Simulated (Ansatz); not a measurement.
GeRh:
```xyz
8
Lattice="5.6568 0.0000 0.0000 0.0000 3.3218 0.0000 0.0000 0.0000 6.4264" Properties=species:S:1:pos:R:3 pbc="T T T"
Ge     4.5677     2.4913     2.7905
Ge     1.0891     0.8304     3.6358
Ge     3.9175     0.8304     6.0037
Ge     1.7393     2.4913     0.4227
Rh     5.6323     2.4913     5.1158
Rh     0.0245     0.8304     1.3106
Rh     2.8529     0.8304     1.9026
Rh     2.8039     2.4913     4.5238
```

Relaxed with r²SCAN. Special points in fractions of this cell's reciprocal vectors: Γ (0.000, 0.000, 0.000); X (0.500, 0.000, 0.000); S (0.500, 0.500, 0.000); Y (0.000, 0.500, 0.000); Z (0.000, 0.000, 0.500); U (0.500, 0.000, 0.500); R (0.500, 0.500, 0.500); T (0.000, 0.500, 0.500).

Q: List the band energies nearest the Fermi level at these points for the program Ansatz at the r²SCAN level (PAW).

A: In eV from the Fermi level; about four levels below and three above (degenerate sets whole), none deeper than 8.9 eV; points with the same levels are listed once.

| k | below | above |
|---|---|---|
| Γ | -1.34 -1.17 -1.05 -0.36 | 0.63 1.35 2.50 |
| X | -1.17 -1.17 -1.16 -1.16 | 1.95 1.95 3.93 3.93 |
| S | -0.16 -0.16 -0.16 -0.16 | 2.05 2.05 2.05 2.05 |
| Y | -0.69 -0.69 -0.40 -0.40 | 0.06 0.06 1.13 1.13 |
| Z | -1.15 -1.15 -0.93 -0.93 | 1.32 1.32 3.42 3.42 |
| U | -1.44 -1.44 -0.25 -0.25 | 2.04 2.04 3.71 3.71 |
| R | -0.30 -0.30 -0.30 -0.30 | 3.70 3.70 3.70 3.70 |
| T | -0.53 -0.53 -0.22 -0.22 | 1.67 1.67 3.06 3.06 |

Space group Pnma. The first step of the workflow began from a Materials Project structure, measured or hypothetical; the Crystallography Open Database files this formula in space group No. 62, but the cells were not matched. Its standing as an ambient phase is unchecked. The r²SCAN relaxation kept the symmetry of its start; its stability against distortions is not shown here. The run is not spin-polarised. Scalar-relativistic: spin–orbit coupling is off unless named, which matters more the heavier the elements.

Potentials: the later of the program's two PAW sets.
